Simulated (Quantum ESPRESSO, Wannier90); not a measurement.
**Wannier functions of CdTe (zinc blende)**

```
begin unit_cell_cart
ang
    0.0000000000    3.2821150000    3.2821150000
    3.2821150000    0.0000000000    3.2821150000
    3.2821150000    3.2821150000    0.0000000000
end unit_cell_cart
begin atoms_frac
Cd   0.0000000000  0.0000000000  0.0000000000
Te  -0.2500000000 -0.2500000000 -0.2500000000
end atoms_frac
```

Materials Project entry mp-406; symmetrised, unrelaxed at this level. COD (Crystallography Open Database) has the formula in 2 space groups, this one among them (matched by group alone). Computed values, not measurements, from PBEsol: Quantum ESPRESSO (norm-conserving PseudoDojo potentials, cutoff 82 Ry, no spin polarisation, no spin-orbit coupling) on a Γ-centred 8×8×8 mesh, then Wannier90. Density: 8×8×8 mesh, Gaussian smearing 0.01 Ry. Spin-orbit coupling is left out although heavy elements are present.

Functional, cutoff and mesh named above are those of the base row (PBEsol); the first column says what each row takes instead. Model: 8 functions from bands 10,16-31, start hydrogen-like Cd: s;p; Te: s;p, disentangled but not localised (num_iter = 0), frozen window tied to the conduction edge or Fermi level of each row, as listed, which moves Ω_I and hoppings a little by itself. Energies are relative to the valence-band maximum; the misfit is to pw.x on a path, for states up to 1.5 eV relative to the valence-band maximum. The functional changes, each with its own PseudoDojo files and their cutoffs, on the same cell. The disentangled Ω_I can sit in another minimum from row to row.

```tsv
functional	frozen to (eV)	Ω_I (Å²)	rms misfit (meV)	gap (eV)	bottom of band 10 (eV)	on-site Cd1 pz minus Cd1 s (eV)	hopping modulus Te2 s – Cd1 s, R = 0 0 0 (eV)	hopping modulus Te2 pz – Cd1 px, R = 0 0 0 (eV)	hopping modulus Te2 s – Cd1 pz, R = 0 0 0 (eV)
LDA	1.90	14.89	1.8	0.40	-11.07	5.16	1.108	1.118	1.063
PBE	2.16	15.04	2.2	0.65	-10.96	5.04	1.127	1.109	1.072
PBEsol	2.04	15.04	1.8	0.55	-11.00	5.04	1.122	1.108	1.066
```
